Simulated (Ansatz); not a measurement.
An Ansatz (a first-principles code) run. Input:

Ansatz 0.2 input:
```yaml
crystal:
  lattice:
    - [-1.7171643508, 1.7171643508, 1.7171643508]
    - [1.7171643508, -1.7171643508, 1.7171643508]
    - [1.7171643508, 1.7171643508, -1.7171643508]
  atoms:
    - { symbol: Li, position: [0.0, 0.0, 0.0] }
kpoints:
  mp_grid: { grid: [20, 20, 20] }
hamiltonian:
  xc: pbesol
  pseudopotentials: { azcp: { folder: ./paw }, kind: paw }
scf:
  occupations: { method: fermi_dirac, width: 0.1 }
phonons:
  method: dfpt
  response_accuracy: low
  qmesh: [5, 5, 5]
  interpolated_qmesh: [22, 22, 22]
  dielectric: false
  rigid_motions: translations
  temperatures: { t_max: 1000, t_step: 50 }
  qpath:
    path:
      - [[0.0, 0.0, 0.0], [0.5, -0.5, 0.5], [0.0, 0.0, 0.5], [0.0, 0.0, 0.0], [0.25, 0.25, 0.25], [0.5, -0.5, 0.5]]  # Γ-H-N-Γ-P-H
      - [[0.25, 0.25, 0.25], [0.0, 0.0, 0.5]]  # P-N
    npoints: 13
```

Output (shortened):

```
Pseudopotential: Li, paw, valence charge 3
Functional definition: PBEsol
Crystal: 1 atoms, lattice volume = 20.253 Å³
Basis set: ecut = 420 eV, 381 PW (Γ), exchange–correlation on 40×40×40 points (8 copies of the dense FFT grid, shifted against one another)
Bands: 6, of which v1, the nominal top of the filled ones, is band 2 counted from 1 (1 counted from 0)
Symmetry: 48 space group operations
k-points: 256 of 8000
SCF iter   1: F=—  HF=-203.012077 eV  |F-HF|=—  |Δ(HF+E_count)|=         —  Δρ=4.11e-3  dr2=3.89e-3  ethr=3.10e-3  ⟨swp⟩=3.8  Hψ=11511  notcnv=0
preconditioner: auto → none
SCF iter   2: F=—  HF=-203.006561 eV  |F-HF|=—  |Δ(HF+E_count)|=   5.52e-3  Δρ=1.86e-3  dr2=8.88e-4  ethr=1.30e-4  ⟨swp⟩=1.7  Hψ=3796  notcnv=0
SCF iter   3: F=—  HF=-203.006160 eV  |F-HF|=—  |Δ(HF+E_count)|=   4.02e-4  Δρ=1.67e-4  dr2=2.86e-6  ethr=2.96e-5  ⟨swp⟩=2.0  Hψ=1779  notcnv=0  defer=3
SCF iter   4: F=—  HF=-203.006165 eV  |F-HF|=—  |Δ(HF+E_count)|=   5.12e-6  Δρ=1.10e-5  dr2=1.26e-8  ethr=9.53e-8  ⟨swp⟩=2.1  Hψ=1916  notcnv=0  defer=3
SCF iter   5: F=—  HF=-203.006165 eV  |F-HF|=—  |Δ(HF+E_count)|=   2.24e-8  Δρ=7.83e-7  dr2=5.79e-11  ethr=4.20e-10  ⟨swp⟩=2.0  Hψ=1934  notcnv=0  defer=3
SCF iter   6: F=-203.006165 eV  HF=-203.006165 eV  |F-HF|=8.53e-14  |Δ(HF+E_count)|=  1.44e-10  Δρ=1.64e-8  dr2=2.87e-14  ethr=1.00e-12  ⟨swp⟩=4.1  Hψ=3665  notcnv=0
SCF 1 converged in 6 iterations: F = -203.006165 eV  dr2 = 2.87e-14
NSCF: frozen V_eff on 256 k-points
NSCF: frozen V_eff on 641 k-points
DFPT response loops at q = (0, 0, 0) (fractional): preconditioner auto → Kerker (q_TF=auto, 1.985 Å⁻¹) (partly filled bands, converged f_vac=0.000) …
NSCF: frozen V_eff on 8400 k-points
DFPT response loops at q = (0, 0, 0.2) (fractional): mixed as the last ones told, above
NSCF: frozen V_eff on 8400 k-points
DFPT response loops at q = (0, 0, 0.4) (fractional): mixed as the last ones told, above
NSCF: frozen V_eff on 16000 k-points
DFPT response loops at q = (0, 0.2, 0.2) (fractional): mixed as the last ones told, above
NSCF: frozen V_eff on 16000 k-points
DFPT response loops at q = (0, 0.2, 0.4) (fractional): mixed as the last ones told, above
NSCF: frozen V_eff on 8400 k-points
DFPT response loops at q = (0.2, 0.2, 0.2) (fractional): mixed as the last ones told, above
NSCF: frozen V_eff on 4420 k-points
DFPT response loops at q = (0.2, 0.2, -0.19999999999999996) (fractional): mixed as the last ones told, above
NSCF: frozen V_eff on 8400 k-points
DFPT response loops at q = (0.2, 0.4, -0.4) (fractional): mixed as the last ones told, above
NSCF: frozen V_eff on 8400 k-points
DFPT response loops at q = (0.2, -0.4, -0.4) (fractional): mixed as the last ones told, above
NSCF: frozen V_eff on 4420 k-points
DFPT response loops at q = (0.4, 0.4, -0.4) (fractional): mixed as the last ones told, above
SCF converged after 6 iterations
Free energy (F): -203.006165 eV
Harris-Foulkes:  -203.006165 eV  (|F-HF|=8.53e-14)
Internal energy: -202.990494 eV  (E = F + TS)
E sigma→0 (E₀):  -202.998329 eV
Entropy (-TS):   -0.015671 eV (-15.671 meV/atom)
Fermi energy:    1.014709 eV
--- Per-component energies (eV) ---
  E_band       = -90.194090
  E_kinetic    = 15.627155
  E_local      = -139.828954  (includes V_loc(G=0)·N_el)
  E_nonlocal   = -19.709128
  E_hartree    = 40.243530
  E_xc         = -8.114961
  E_vxc        = -10.520643  (∫ρ·V_xc dr)
  E_paw        = -22.543870  (= ΣΔE_a)
  E_vpaw       = -16.249831  (= ΣTr[D̂ρ^β])
  E_aug_tail   = 0.000252  (compensation charges beyond the density's cutoff)
  E_ewald      = -68.664517
  E_smearing   = -0.015671  (= −TS)
  E_closure    = 0.000000  (closes the sum)
  Σ components = -203.006165   (vs F -203.006165, Δ=0.00e0)
  [band-id]    e_kinetic+e_local+e_nonlocal+2·e_hartree+e_vxc+e_vpaw+e_augmentation_tail = -90.194089   (vs E_band -90.194090, Δ=5.40e-7)
--- Band table (eV; the first three rows and the last of 256) ---
  k-point 0: bands = ["-44.9314", "-2.5583", "15.6903", "15.6903", "15.6903", "20.3403"]
  k-point 1: bands = ["-44.9309", "-2.5109", "15.3623", "15.4328", "15.6047", "19.5074"]
  k-point 2: bands = ["-44.9294", "-2.3688", "14.3725", "14.8345", "15.3561", "18.5118"]
  k-point 255: bands = ["-44.8970", "6.5417", "6.5417", "6.5417", "8.7762", "8.7762"]
--- Phonons (Γ-DFPT): 1 representative perturbation + reference (Σ response iterations 3) ---
  ASR residual: 2.158e-6 → 0.000e0 eV/Å²; symmetrization residual: 4.160e-14 eV/Å²
  ASR residual per site (eV/Å²): 2.16e-6
  Γ frequencies (cm⁻¹): 0.00 0.00 0.00
  non-analytic LO–TO correction: not included (Born effective charges unavailable; polar crystals …
--- Phonons (arbitrary-q DFPT): 10 irreducible q on the 5×5×5 mesh ---
  q = [0.0000, 0.0000, 0.0000] (star 1, of the zone-centre solve; hermiticity 9.38e-9, symmetrization 1.76e-8): 0.00 0.00 0.00
  q = [0.0000, 0.0000, 0.2000] (star 12, 2 solved perturbations in 6410 linear systems a pass and spin channel, the states on 4200 of 8000 k-point pairs; hermiticity 2.32e-7, symmetrization 3.98e-8): 29.55 112.60 186.48
  q = [0.0000, 0.0000, 0.4000] (star 12, 2 solved perturbations in 6410 linear systems a pass and spin channel, the states on 4200 of 8000 k-point pairs; hermiticity 3.76e-8, symmetrization 3.45e-8): 52.79 181.98 309.22
  q = [0.0000, 0.2000, 0.2000] (star 24, 2 solved perturbations in 12200 linear systems a pass and spin channel, the states on 8000 of 8000 k-point pairs; hermiticity 1.15e-8, symmetrization 5.68e-14): 107.10 210.64 274.38
  q = [0.0000, 0.2000, 0.4000] (star 24, 2 solved perturbations in 12200 linear systems a pass and spin channel, the states on 8000 of 8000 k-point pairs; hermiticity 2.66e-7, symmetrization 9.93e-9): 131.08 255.59 313.48
  q = [0.2000, 0.2000, 0.2000] (star 8, 1 solved perturbation on 4200 of 8000 k-point pairs; hermiticity 4.37e-14, symmetrization 1.74e-13): 232.72 232.72 295.64
  q = [0.2000, 0.2000, -0.2000] (star 6, 2 solved perturbations in 3420 linear systems a pass and spin channel, the states on 2210 of 8000 k-point pairs; hermiticity 1.05e-7, symmetrization 5.25e-8): 180.23 180.23 183.78
  q = [0.2000, 0.4000, -0.4000] (star 24, 3 solved perturbations on 4200 of 8000 k-point pairs; hermiticity 1.15e-7, symmetrization 2.13e-8): 183.01 253.75 303.25
  q = [0.2000, -0.4000, -0.4000] (star 8, 1 solved perturbation on 4200 of 8000 k-point pairs; hermiticity 3.26e-14, symmetrization 4.82e-14): 206.39 303.76 303.76
  q = [0.4000, 0.4000, -0.4000] (star 6, 2 solved perturbations in 3420 linear systems a pass and spin channel, the states on 2210 of 8000 k-point pairs; hermiticity 5.27e-8, symmetrization 2.30e-8): 293.79 315.75 315.75
  sum rule: each row above includes the acoustic sum rule's correction from the zone centre's row sums; it moved no ω² by more than (0.29 cm⁻¹)²
  mesh force constants: q→R imaginary residual 0.00e0; ASR residual 2.158e-6 → 0.000e0 eV/Å²; symmetrization residual 8.882e-16 eV/Å²
  interpolated dispersion: 80 rows × 3 modes
  density of states and harmonic sums: on the 22×22×22 q-mesh, interpolated from the force constants of a 5×5×5 supercell (no non-analytic term)
  largest difference from the sums on the solved wave vectors: F 1.05e-3 eV, S 4.34e-6 and C_V 2.04e-6 eV/K
  zero-point energy: 0.040217 eV/cell   skipped modes (ω ≤ 0): 3   left out of the sums: 9.39e-5 of the cell's modes …
```

Cost: roughly 13 core-minutes on shared cores.

Space group Im-3m (bcc (W type)). The cell was relaxed with PBEsol under the symmetry of its start. As this level gives no gap, phonon frequencies hold no LO–TO term and depend on the k-mesh and smearing (Fermi–Dirac, 0.1 eV here).

Potentials: the earlier of the program's two PAW sets.

Ansatz is a plane-wave DFT program.
